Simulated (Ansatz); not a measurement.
Starting cell, Ga₂O₃ (corundum):

```
CELL_PARAMETERS angstrom
      2.52884     1.46003     4.54105
     -2.52884     1.46003     4.54105
      0.00000    -2.92005     4.54105
ATOMIC_POSITIONS crystal
  Ga 0.35584 0.35584 0.35584
  Ga 0.14416 0.14416 0.14416
  Ga 0.64416 0.64416 0.64416
  Ga 0.85584 0.85584 0.85584
  O  0.55313 0.94687 0.25000
  O  0.25000 0.55313 0.94687
  O  0.94687 0.25000 0.55313
  O  0.44687 0.05313 0.75000
  O  0.75000 0.44687 0.05313
  O  0.05313 0.75000 0.44687
```

A phonon eigenvector at Γ is frozen into this cell: atom i moves by Q times the vector below, so Q is the largest atomic displacement, in Å. The cell is held. It is one choice among 2 degenerate patterns.

```json
[
 {"atom": "Ga1", "x": "-0.605", "y": "-0.796", "z": "0.000"},
 {"atom": "Ga2", "x": "-0.605", "y": "0.796", "z": "0.000"},
 {"atom": "Ga3", "x": "0.605", "y": "0.796", "z": "0.000"},
 {"atom": "Ga4", "x": "0.605", "y": "-0.796", "z": "0.000"},
 {"atom": "O5", "x": "0.151", "y": "0.000", "z": "0.000"},
 {"atom": "O6", "x": "0.366", "y": "0.124", "z": "0.101"},
 {"atom": "O7", "x": "0.366", "y": "-0.124", "z": "-0.101"},
 {"atom": "O8", "x": "-0.151", "y": "0.000", "z": "0.000"},
 {"atom": "O9", "x": "-0.366", "y": "-0.124", "z": "-0.101"},
 {"atom": "O10", "x": "-0.366", "y": "0.124", "z": "0.101"}
]
```

These are PBE (plane waves to 420 eV, PAW, scalar-relativistic; Ansatz, an electronic-structure program) values and carry that method's errors. k mesh 8×8×8 (Γ-centred), Fermi-Dirac smearing 0.05 eV. Energies are smeared free energies. Ga2O3 was relaxed with its symmetry unable to fall. The zero of ΔE is the undisplaced structure.

| Q (Å) | ΔE (eV/cell) |
|---|---|
| -0.100 | 0.2569 |
| -0.083 | 0.1785 |
| -0.067 | 0.1143 |
| -0.050 | ? |
| -0.033 | 0.0286 |
| -0.017 | 0.0072 |
| 0.000 | 0.0000 |
| 0.017 | 0.0072 |
| 0.033 | 0.0288 |
| 0.050 | ? |
| 0.067 | 0.1157 |
| 0.083 | ? |
| 0.100 | 0.2617 |

Task: Complete the blanks.

Result: 
- -0.050, ΔE (eV/cell): 0.0643
- 0.050, ΔE (eV/cell): 0.0649
- 0.083, ΔE (eV/cell): 0.1812

(A displaced cell: forces are minus the slopes of the energy, force constants its curvatures, and phonons follow from these.)
